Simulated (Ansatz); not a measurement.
AlCuGeSe4:
```
CELL_PARAMETERS angstrom
     -2.76311     2.76311     5.36512
      2.76311    -2.76311     5.36512
      2.76311     2.76311    -5.36512
ATOMIC_POSITIONS crystal
  Al 0.75000 0.25000 0.50000
  Cu 0.00000 0.00000 0.00000
  Ge 0.50000 0.50000 0.00000
  Se 0.13295 0.11044 0.50577
  Se 0.88956 0.39532 0.02250
  Se 0.60468 0.62718 0.49423
  Se 0.37282 0.86705 0.97750
```

Relaxed with r²SCAN. Special points in fractions of this cell's reciprocal vectors: Γ (0.000, 0.000, 0.000); X (0.000, 0.000, 0.500); P (0.250, 0.250, 0.250); N (0.000, 0.500, 0.000); M (0.500, 0.500, -0.500); S (0.316, 0.684, -0.316); S0 (-0.316, 0.316, 0.316); R (-0.133, 0.133, 0.500); G (0.500, 0.500, -0.133).

Question: List the band energies nearest the valence-band maximum at these points for plane-wave PAW r²SCAN (Ansatz code).

Answer: In eV from the valence-band maximum; about four levels below and three above (degenerate sets whole), none deeper than 8.9 eV; points with the same levels are listed once.

```csv
k,below,above
Γ,-1.07 -0.12 0.00 0.00,1.39 2.49 3.45
X,-0.76 -0.37 -0.35 -0.17,1.34 3.22 3.72
P,-0.96 -0.54 -0.33 -0.32,1.76 3.52 3.54
N,-0.98 -0.89 -0.63 -0.33,2.20 3.67 3.82
M,-1.31 -0.52 -0.43 -0.43,1.38 2.49 2.49
S,-1.24 -0.86 -0.41 -0.21,1.89 3.07 3.62
R,-0.90 -0.54 -0.35 -0.28,1.56 3.43 4.14
```

Space group I-4. The workflow started from a Materials Project entry (that database holds measured and hypothetical structures alike); the Crystallography Open Database copy checked does not list it. Whether it is the stable phase at ambient conditions was not checked. Symmetry was held in the r²SCAN relaxation; its stability against distortions is not shown here. The run is not spin-polarised. Spin–orbit coupling is left out wherever it is not named.

Potentials: the later of the program's two PAW sets.
